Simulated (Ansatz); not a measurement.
**Computed properties of BC₅**

BC5:
```
BC5
1.0
    2.53759     0.00000     0.00000
   -1.26880     2.19762     0.00000
    0.00000     0.00000     6.36359
B C
1 5
Cartesian
  0.00000   0.00000   0.02290
  0.00000   1.46508   0.70758
  0.00000   1.46508   2.20431
  1.26880   0.73254   2.72878
  1.26880   0.73254   4.27579
  0.00000   0.00000   4.77513
```

Space group P3m1 (No. 156); conventional cell a = b = 2.5376 Å, c = 6.3636 Å, α = β = 90.00°, γ = 120.00°.

Method: PBEsol in the plane-wave PAW code Ansatz. The cell and atoms are relaxed at this level. Other levels are named where they apply.

Cell and energy:

* **Volume per atom**: 5.91 Å³
* **Density**: 3.32 g/cm³
* **Formation energy from the elements (no fitted shifts)**: 0.17 eV/atom

Electronic structure:

- Electronic character: metallic (no gap)
- Density of states at the Fermi level: 0.13 states/eV per atom (mean over ±0.08 eV)

Mechanics:

* **Bulk modulus (Birch–Murnaghan fit)**: 389 GPa
* **Pressure derivative B′**: 3.7

Phonons:

Highest zone-centre frequency: 35.98 THz
Zone-centre stability: no imaginary mode at Γ

The start of the workflow was typed in or built on a structure type; the Crystallography Open Database copy checked does not list it. Its standing as an ambient phase is unchecked. The cell was relaxed with PBEsol under the symmetry of its start. Its formation energy is positive at this level, so the cell may be metastable or incomplete. As this level gives no gap, phonon frequencies hold no LO–TO term and depend on the k-mesh and smearing (Fermi–Dirac, 0.1 eV here). The references are the lowest solids computed at this level, not always the standard phases.

Potentials: the later of the program's two PAW sets.
